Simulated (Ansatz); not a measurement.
Rb₂YAgF₆:
```xyz
10
Lattice="0.0000 4.5525 4.5525 4.5525 0.0000 4.5525 4.5525 4.5525 0.0000" Properties=species:S:1:pos:R:3 pbc="T T T"
Rb     6.8288     6.8288     6.8288
Rb     2.2763     2.2763     2.2763
Y      4.5525     4.5525     4.5525
Ag     0.0000     0.0000     0.0000
F      2.3988     4.5525     4.5525
F      6.7063     4.5525     4.5525
F      4.5525     2.3988     4.5525
F      4.5525     6.7063     4.5525
F      4.5525     4.5525     2.3988
F      4.5525     4.5525     6.7063
```

Relaxed with r²SCAN. Special points in fractions of this cell's reciprocal vectors: Γ (0.000, 0.000, 0.000); X (0.500, 0.000, 0.500); U (0.625, 0.250, 0.625); K (0.375, 0.375, 0.750); L (0.500, 0.500, 0.500); W (0.500, 0.250, 0.750).

Problem. List the band energies nearest the valence-band maximum at these points for DFT-r²SCAN with spin–orbit coupling in the program Ansatz with PAW potentials.

Solution. In eV from the valence-band maximum; about four levels below and three above (degenerate sets whole), none deeper than 8.9 eV; points with the same levels are listed once.

```csv
k,below,above
Γ,-0.23 -0.23 -0.23 -0.23,3.27 3.27 6.17 6.17 6.17 6.17
X,-0.22 -0.22 -0.18 -0.18,4.66 4.66 5.84 5.84
U,-0.16 -0.16 -0.11 -0.11,4.78 4.78 6.14 6.14
L,0.00 0.00 0.00 0.00,4.76 4.76 5.74 5.74
W,-0.19 -0.19 -0.08 -0.08,4.81 4.81 6.21 6.21
```

Space group Fm-3m. The first step of the workflow began from a Materials Project structure, measured or hypothetical; the Crystallography Open Database copy checked does not list it. Its standing as an ambient phase is unchecked. The r²SCAN relaxation kept the symmetry of its start; its stability against distortions is not shown here. The run is not spin-polarised.

Potentials: the later of the program's two PAW sets.
